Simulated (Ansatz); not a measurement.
**Surface calculation: CsCl AlRu (110), 2 layers**

The slab is cut from the CsCl crystal, which needn't be the stable phase, as relaxed on PAW files (13.56 Å³/atom), with 16 Å of vacuum and a dipole correction:

```xyz
4
Lattice="3.0044 0.0000 0.0000 0.0000 4.2488 0.0000 0.0000 0.0000 18.1244" Properties=species:S:1:pos:R:3 pbc="T T T"
Ru    2.2533    0.0000    8.0000
Al    0.7511    2.1244    8.0000
Ru    2.2533    2.1244   10.1244
Al    0.7511    0.0000   10.1244
```

Level of theory: DFT with PBE, scalar-relativistic, in Ansatz 0.2.0; a Γ-centred 12×9×1 k mesh, Fermi–Dirac smearing of 0.1 eV, no spin polarisation. LAPW: all electrons, basis error target 1 meV/atom; PAW: frozen-core files, cutoff 420 eV.

The bulk energy comes from a cell in the slab's orientation on a 12×9×9 mesh. The surface energy is (E(slab) − N·E(bulk))/2A at zero smearing, the mean of both faces; thin slabs carry quantum-size effects.

Question: As cut, the LAPW slab lies 3.775 eV above 4 atoms of bulk. What surface energy is that?

Answer: Over two faces of 12.76 Å² it is 147.9 meV/Å², and times 16.02 J/m² per eV/Å² that gives γ = 2.369 J/m².

Question: What do relaxation and the other method give, and what work function comes out?

Answer: 

| method | γ as cut (J/m²) | γ relaxed (J/m²) | Φ as cut (eV) | Φ relaxed (eV) |
| --- | --- | --- | --- | --- |
| LAPW | 2.369 | 2.364 | 4.71 | 4.70 |
| PAW | 2.368 | 2.363 | 4.71 | 4.70 |

Question: How do the spacings between the planes relax?

Answer: From the bottom face up: d12 -1.3 % of 2.124 Å. The outer plane rumples by 0.043 Å.

Question: What changes if the images along the normal are cut off in place of the dipole correction?

Answer: LAPW then gives: no gap, work function 4.70 eV; PAW: no gap, work function 4.70 eV.
